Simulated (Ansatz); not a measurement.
# Zincblende alloy of GaAs and GaP (14 of 32 As sites exchanged), 64 atoms

Ansatz, PAW, plane waves. PBEsol relaxation of volume and atoms (shape held) at the single k point (½, ½, ½); single points on the relaxed atoms at the Γ point alone, onto which points of the small cell's zone fold. Arrangement: quasirandom. No spin–orbit coupling unless named.

Relaxed structure:

```
CELL_PARAMETERS angstrom
11.13926 0.00000 0.00000
0.00000 11.13926 0.00000
0.00000 0.00000 11.13926
ATOMIC_POSITIONS crystal
Ga 0.99600 0.99591 0.99641
Ga 0.99621 0.99703 0.50272
Ga 0.99902 0.50039 0.99952
Ga 0.99649 0.50439 0.50406
Ga 0.50355 0.00330 0.00278
Ga 0.49752 0.99570 0.49750
Ga 0.50353 0.50426 0.99670
Ga 0.50058 0.50019 0.49959
Ga 0.24924 0.25026 0.99878
Ga 0.25310 0.24607 0.49807
Ga 0.24942 0.75103 0.99406
Ga 0.24888 0.74963 0.50575
Ga 0.74603 0.24632 0.99749
Ga 0.75276 0.25370 0.50267
Ga 0.74960 0.74980 0.00499
Ga 0.75210 0.75416 0.49774
Ga 0.25194 0.00112 0.25294
Ga 0.24969 0.99427 0.75031
Ga 0.25014 0.50123 0.25005
Ga 0.24863 0.50627 0.74944
Ga 0.74633 0.99737 0.24687
Ga 0.75532 0.99844 0.74922
Ga 0.74951 0.50643 0.24988
Ga 0.74956 0.49506 0.75097
Ga 0.99814 0.24950 0.25008
Ga 0.99381 0.24976 0.74994
Ga 0.99360 0.75124 0.25019
Ga 0.00156 0.75292 0.74655
Ga 0.50163 0.24351 0.24983
Ga 0.50264 0.25296 0.75318
Ga 0.50575 0.74990 0.24972
Ga 0.49494 0.75090 0.74989
As 0.12343 0.12287 0.12378
As 0.12376 0.12317 0.62607
As 0.12359 0.62742 0.12425
As 0.62551 0.12416 0.62486
As 0.62595 0.62625 0.62525
As 0.37767 0.37507 0.12415
As 0.37474 0.37613 0.62589
As 0.37660 0.87491 0.12451
As 0.87165 0.37507 0.12391
As 0.37554 0.12390 0.87479
As 0.37568 0.62740 0.37601
As 0.87227 0.12303 0.37516
As 0.87452 0.62657 0.87389
As 0.12363 0.37579 0.37708
As 0.12357 0.37597 0.87282
As 0.12365 0.87392 0.37686
As 0.62589 0.37520 0.37364
As 0.62562 0.87509 0.87566
P 0.12350 0.62711 0.62603
P 0.62596 0.12396 0.12505
P 0.62573 0.62620 0.12486
P 0.37353 0.87399 0.62494
P 0.87460 0.37638 0.62622
P 0.87251 0.87505 0.12491
P 0.87537 0.87416 0.62471
P 0.37683 0.12266 0.37467
P 0.37452 0.62630 0.87371
P 0.87318 0.12380 0.87465
P 0.87352 0.62738 0.37600
P 0.12319 0.87401 0.87282
P 0.62558 0.37505 0.87613
P 0.62560 0.87494 0.37392
```

Q: What are the mean bond lengths by pair (pairs within 1.2 times the sum of covalent radii, less contacts 15 % beyond the pair's median; cation–cation pairs of compounds aside; long ionic contacts are cut short by that bound)?

A: As–Ga 2.437 ± 0.011 Å (standard deviation, 72 bonds); Ga–P 2.380 ± 0.012 Å (standard deviation, 56 bonds).

Q: What gap lies between the top filled and the lowest empty level in the single points?

A: HSE06 1.91 eV (39 s on NVIDIA GB300). An indirect band minimum needn't fold onto Γ of this cell; where it doesn't, these gaps are too wide.
